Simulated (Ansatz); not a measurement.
Input:

GaP:
```xyz
4
Lattice="3.7988 0.0000 0.0000 -1.8994 3.2899 0.0000 0.0000 0.0000 6.2657" Properties=species:S:1:pos:R:3 pbc="T T T"
Ga     1.8994     1.0966     3.1337
Ga     0.0000     2.1933     0.0008
P      1.8994     1.0966     5.4755
P      0.0000     2.1933     2.3426
```

This is the LDA-relaxed structure. Cartesian axes are those of the cell as given.

Q: All from DFT-LDA in the program Ansatz with PAW potentials, unless another level is named. Give the Debye temperature from the elastic constants.

A: 441 K.

Q: What about the vibrational entropy at 300 K?

A: 26.1 J/(K·mol of atoms).

Q: And the piezoelectric stress constants (proper, relaxed ions, C/m²)?

A: e33 = -0.17.

Space group P6_3mc (wurtzite). The first step of the workflow began from a Materials Project structure, measured or hypothetical; the Crystallography Open Database copy checked does not list it. It is not the phase usual at ambient conditions (space group No. 216). Symmetry was held in the LDA relaxation; whether a distortion lowers the energy is not shown. Signs of piezoelectric constants follow the polarity of the cell as given. Spin–orbit coupling is left out wherever it is not named.

Potentials: the later of the program's two PAW sets.
